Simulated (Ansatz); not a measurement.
A: PbSe (rock salt), a = 6.1016 Å, b = 6.1016 Å, c = 6.1016 Å, α = 90.00°, β = 90.00°, γ = 90.00°
B: TiC (rock salt), a = b = c = 4.2933 Å, α = β = γ = 90.00°
C: Cu₂O (cuprite type, space group Pn-3m), a = b = c = 4.2224 Å, α = β = γ = 90.00°

Scan: energy against volume (even scaling of the relaxed cell, symmetry kept). One method and one kind of scan serve all of them; meshes and ranges differ. All were relaxed with their symmetry unable to fall. Cu2O is run without spin polarisation. Spin-orbit coupling is left out. TiC is run without spin polarisation.

Problem. Order them by bulk modulus (fitted) (highest first) at the level PBEsol (plane waves to 420 eV, PAW, scalar-relativistic; Ansatz, a program for electronic structure).

Solution. B (267 GPa), C (131 GPa), A (53.3 GPa)

(Under strain, the slope of the energy per volume gives the stress and its curvature an elastic modulus.)
